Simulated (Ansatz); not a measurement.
I (molecular I2 type), relaxed with r²SCAN (Ansatz, an electronic-structure program, plane waves, PAW): a = 7.742 Å, b = 4.635 Å, c = 9.857 Å, α = 90.00°, β = 90.00°, γ = 90.00°.

| Property | Value |
|---|---|
| gap (eV) | 1.24 |

Question: The same phase is relaxed and computed with LDA in the same code. What are the cell and these values now?

Answer: a = 7.152 Å, b = 4.324 Å, c = 9.530 Å, α = 90.00°, β = 90.00°, γ = 90.00°.

- gap (eV): 0.68

Weakly bound layers, chains or molecules computed without a dispersion correction, so cells and soft constants are ill determined: I, molecular I2 type with r²SCAN; I, molecular I2 type with LDA. All cells were relaxed under the symmetry of their starts (and spin orders); stability against distortions was not tested throughout. Spin–orbit coupling is left out wherever it is not named.

Potentials: the earlier of the program's two PAW sets.

Ansatz is a plane-wave DFT program.
